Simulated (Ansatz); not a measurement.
Question: Each is relaxed and computed with the program Ansatz at the PBEsol level (PAW). Which alone has a direct gap?
A. MgZnO2, R-3m (Mg on 3a, Zn on 3b, O on 6c)
B. MnSe, I-4m2 (Mn on 2a, Se on 2c)
C. CdTe, P6_222 (Cd on 3c, Te on 3d)
D. ZnCdSe2, P-4m2 (Zn on 1c, Cd on 1a, Se on 2g)

Answer: D, ZnCdSe2, P-4m2 (Zn on 1c, Cd on 1a, Se on 2g). ZnCdSe2: gap 0.73 eV (direct); MgZnO2: gap 2.58 eV (indirect); CdTe: gap 0.10 eV (indirect); MnSe: gap 1.02 eV (indirect). Spin orders computed, not proven ground states: MnSe, I-4m2 (Mn on 2a, Se on 2c) antiferromagnetic. Typed or built starts, not in the databases checked: CdTe, P6_222 (Cd on 3c, Te on 3d). Not the usual ambient phase: CdTe, P6_222 (Cd on 3c, Te on 3d). Standing as an ambient phase not checked: ZnCdSe2, P-4m2 (Zn on 1c, Cd on 1a, Se on 2g); MgZnO2, R-3m (Mg on 3a, Zn on 3b, O on 6c); MnSe, I-4m2 (Mn on 2a, Se on 2c). Perhaps ordered models of mixed-site phases: MgZnO2, R-3m (Mg on 3a, Zn on 3b, O on 6c). All cells were relaxed under the symmetry of their starts (and spin orders); stability against distortions was not tested throughout. Scalar-relativistic: spin–orbit coupling is off unless named, which matters more the heavier the elements.

Potentials: the later of the program's two PAW sets.
